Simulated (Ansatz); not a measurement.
LaC (rock salt, Fm-3m) under volume change, plane-wave PAW PBE (Ansatz code), scaled uniformly.

```csv
V (Å³/atom),E − E(relaxed) (meV/atom),P (GPa)
18.216,47.6,9.13
18.816,20.0,5.63
19.417,4.7,2.60
20.017,0.0,0.00
20.618,4.2,-2.19
21.218,16.1,-4.11
21.819,34.8,-5.81
```

What does a third-order Birch–Murnaghan fit give for V₀, B₀ and B′?

V₀ = 20.02 Å³/atom, B₀ = 80.0 GPa, B′ = 4.0.

The start of the workflow was typed in or built on a structure type; neither database checked (COD, Materials Project) lists it. Its standing as an ambient phase is unchecked. The cell was relaxed with PBE under the symmetry of its start; whether a distortion lowers the energy is not shown. Its formation energy is positive at this level, so the cell may be metastable or incomplete. Spin–orbit coupling is left out wherever it is not named.

Potentials: the later of the program's two PAW sets.
